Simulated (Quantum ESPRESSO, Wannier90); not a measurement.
# AgCl (rock salt), plane waves to Wannier functions

Materials Project entry mp-22922; symmetrised, unrelaxed at this level. COD (Crystallography Open Database) has an entry of this formula and space group (matched by these alone). Level: PBEsol, no spin polarisation, no spin-orbit coupling; pw.x of Quantum ESPRESSO at 66 Ry with PseudoDojo potentials, 10×10×10 k-points, Wannier90. Density: 10×10×10 mesh, Gaussian smearing 0.01 Ry.

On the energy scale of pw.x, whose zero is arbitrary, the valence-band maximum lies at 8.04 eV.

Input w.win:

```
num_bands = 9
num_wann = 9
exclude_bands = 1-4,14-22
num_iter = 1000
conv_tol = 1.0e-6
conv_window = 4
write_hr = true
write_u_matrices = true
begin projections
f=0.0176,0.2152,0.4021:s
f=0.4010,0.3586,-0.2053:s
f=0.2628,-0.0807,-0.2813:s
f=-0.1689,-0.2911,0.0967:s
f=0.2338,0.2762,0.1061:s
f=-0.2318,0.1457,0.4697:s
f=-0.3343,-0.1080,-0.2735:s
f=0.4091,0.4572,-0.1897:s
f=-0.3999,-0.0668,0.2358:s
end projections
begin unit_cell_cart
ang
    0.0000000000    2.7726650000    2.7726650000
    2.7726650000    0.0000000000    2.7726650000
    2.7726650000    2.7726650000    0.0000000000
end unit_cell_cart
begin atoms_frac
Ag   0.0000000000  0.0000000000  0.0000000000
Cl   0.5000000000  0.5000000000  0.5000000000
end atoms_frac
mp_grid = 10 10 10
begin kpoints
0.0000000000 0.0000000000 0.0000000000
0.0000000000 0.0000000000 0.1000000000
0.0000000000 0.0000000000 0.2000000000
... (997 more lines: the 10x10x10 mesh through Gamma)
end kpoints
```

Input of pw2wannier90.x that gives the overlap and projection files (equivalent; here they were cut from one run over all bands):

```
&inputpp
  outdir = './out'
  prefix = 'pwscf'
  seedname = 'w'
  write_amn = .true.
  write_mmn = .true.
/
```

Output w.wout (banner and timings cut):

```
                                    ------
                                    SYSTEM
                                    ------

                              Lattice Vectors (Ang)
                    a_1     0.000000   2.772665   2.772665
                    a_2     2.772665   0.000000   2.772665
                    a_3     2.772665   2.772665   0.000000

                   Unit Cell Volume:      42.63067  (Ang^3)

                        Reciprocal-Space Vectors (Ang^-1)
                    b_1    -1.133059   1.133059   1.133059
                    b_2     1.133059  -1.133059   1.133059
                    b_3     1.133059   1.133059  -1.133059

 *----------------------------------------------------------------------------*
 |   Site       Fractional Coordinate          Cartesian Coordinate (Ang)     |
 +----------------------------------------------------------------------------+
 | ag   1   0.00000   0.00000   0.00000   |    0.00000   0.00000   0.00000    |
 | cl   1   0.50000   0.50000   0.50000   |    2.77266   2.77266   2.77266    |
 *----------------------------------------------------------------------------*
                                ------------
                                K-POINT GRID
                                ------------

             Grid size = 10 x 10 x 10      Total points = 1000

 *---------------------------------- MAIN ------------------------------------*
 |  Number of Wannier Functions               :                 9             |
 |  Number of Objective Wannier Functions     :                 9             |
 |  Number of input Bloch states              :                 9             |
 |  Output verbosity (1=low, 5=high)          :                 1             |
 |  Timing Level (1=low, 5=high)              :                 1             |
 |  Optimisation (0=memory, 3=speed)          :                 3             |
 |  Length Unit                               :               Ang             |
 |  Post-processing setup (write *.nnkp)      :                 F             |
 |  Using Gamma-only branch of algorithms     :                 F             |
 *----------------------------------------------------------------------------*
 *------------------------------- WANNIERISE ---------------------------------*
 |  Total number of iterations                :              1000             |
 |  Number of CG steps before reset           :                 5             |
 |  Trial step length for line search         :             2.000             |
 |  Convergence tolerence                     :         0.100E-05             |
 |  Convergence window                        :                 4             |
 |  Iterations between writing output         :                 1             |
 |  Iterations between backing up to disk     :               100             |
 |  Write r^2_nm to file                      :                 F             |
 |  Write xyz WF centres to file              :                 F             |
 |  Write on-site energies <0n|H|0n> to file  :                 F             |
 |  Use guiding centre to control phases      :                 F             |
 |  Use phases for initial projections        :                 F             |
 *----------------------------------------------------------------------------*
 *-------------------------------- PLOTTING ----------------------------------*
 |  Plotting Hamiltonian in WF basis          :                 T             |
 *----------------------------------------------------------------------------*

       ... (k-mesh section left out)

 Starting a new Wannier90 calculation ...

 Reading overlaps from w.mmn

 Reading projections from w.amn

 *------------------------------- WANNIERISE ---------------------------------*
 +--------------------------------------------------------------------+<-- CONV
 | Iter  Delta Spread     RMS Gradient      Spread (Ang^2)            |<-- CONV
 +--------------------------------------------------------------------+<-- CONV

 ------------------------------------------------------------------------------
 Initial State
  WF centre and spread    1  (  2.615774,  1.450161,  0.113992 )     7.94609309
  WF centre and spread    2  (  0.487288,  0.259051,  2.280757 )    11.52526031
  WF centre and spread    3  ( -0.456701,  0.017344,  0.323739 )     6.06756884
  WF centre and spread    4  ( -0.368842, -0.004104, -1.023182 )     6.48544001
  WF centre and spread    5  (  0.515377,  0.399075,  0.849576 )    14.48508942
  WF centre and spread    6  (  2.190442,  0.324443,  0.125721 )     8.71653170
  WF centre and spread    7  ( -0.932557, -1.510576, -1.225908 )    12.70360957
  WF centre and spread    8  (  0.698527,  0.528834,  2.708926 )    10.95588630
  WF centre and spread    9  (  0.124774, -0.152002, -1.050844 )     7.31910430
  Sum of centres and spreads (  4.874082,  1.312227,  3.102776 )    86.20458352

      0     0.862E+02     0.0000000000       86.2045835249  <-- CONV
        O_D=     10.2452872 O_OD=     68.0981094 O_TOT=     86.2045835 <-- SPRD
 ------------------------------------------------------------------------------
      1    -0.949E+01     2.1895762102       76.7136079386  <-- CONV
        O_D=      7.3908093 O_OD=     61.4616117 O_TOT=     76.7136079 <-- SPRD
      2    -0.110E+02     1.5814357420       65.6683669335  <-- CONV
        O_D=      6.8445183 O_OD=     50.9626616 O_TOT=     65.6683669 <-- SPRD
      3    -0.334E+01     1.9125488309       62.3324393963  <-- CONV
        O_D=      6.2692482 O_OD=     48.2020042 O_TOT=     62.3324394 <-- SPRD
      4    -0.544E+01     1.8927411720       56.8952141230  <-- CONV
        O_D=      5.5575526 O_OD=     43.4764746 O_TOT=     56.8952141 <-- SPRD
      5    -0.380E+01     1.8201259211       53.0928197821  <-- CONV
        O_D=      5.0853415 O_OD=     40.1462913 O_TOT=     53.0928198 <-- SPRD
       ... (lines left out)
    100    -0.444E-03     0.0163974935        8.8834638522  <-- CONV
        O_D=      0.0001136 O_OD=      1.0221633 O_TOT=      8.8834639 <-- SPRD
       ... (lines left out)
    200    -0.175E-04     0.0023365291        8.8690577141  <-- CONV
        O_D=      0.0000751 O_OD=      1.0077956 O_TOT=      8.8690577 <-- SPRD
       ... (lines left out)
    266    -0.915E-06     0.0005189706        8.8687500237  <-- CONV
        O_D=      0.0000747 O_OD=      1.0074883 O_TOT=      8.8687500 <-- SPRD
    267    -0.931E-06     0.0005462772        8.8687490930  <-- CONV
        O_D=      0.0000748 O_OD=      1.0074873 O_TOT=      8.8687491 <-- SPRD
    268    -0.878E-06     0.0007497047        8.8687482154  <-- CONV
        O_D=      0.0000747 O_OD=      1.0074865 O_TOT=      8.8687482 <-- SPRD
             <<<     Delta < 1.000E-06  over  4 iterations     >>>
             <<< Wannierisation convergence criteria satisfied >>>
 Final State
  WF centre and spread    1  (  2.772526,  2.772501,  0.000160 )     0.76345136
  WF centre and spread    2  (  0.159762, -0.246473,  2.429965 )     1.23955584
  WF centre and spread    3  ( -0.000002, -0.000020,  0.000081 )     0.80671963
  WF centre and spread    4  ( -0.000220,  0.000120, -0.000028 )     0.76995289
  WF centre and spread    5  ( -0.000112,  0.000240, -0.000149 )     0.75112002
  WF centre and spread    6  (  2.349896,  0.129018, -0.090441 )     1.23884853
  WF centre and spread    7  (  0.000015, -0.000003,  0.000048 )     0.81561254
  WF centre and spread    8  (  0.257795,  0.363094,  2.826640 )     1.24547465
  WF centre and spread    9  (  0.006652, -0.246158, -2.393848 )     1.23801276
  Sum of centres and spreads (  5.546311,  2.772318,  2.772428 )     8.86874822

         Spreads (Ang^2)       Omega I      =     7.861186980
        ================       Omega D      =     0.000074742
                               Omega OD     =     1.007486493
    Final Spread (Ang^2)       Omega Total  =     8.868748215
```
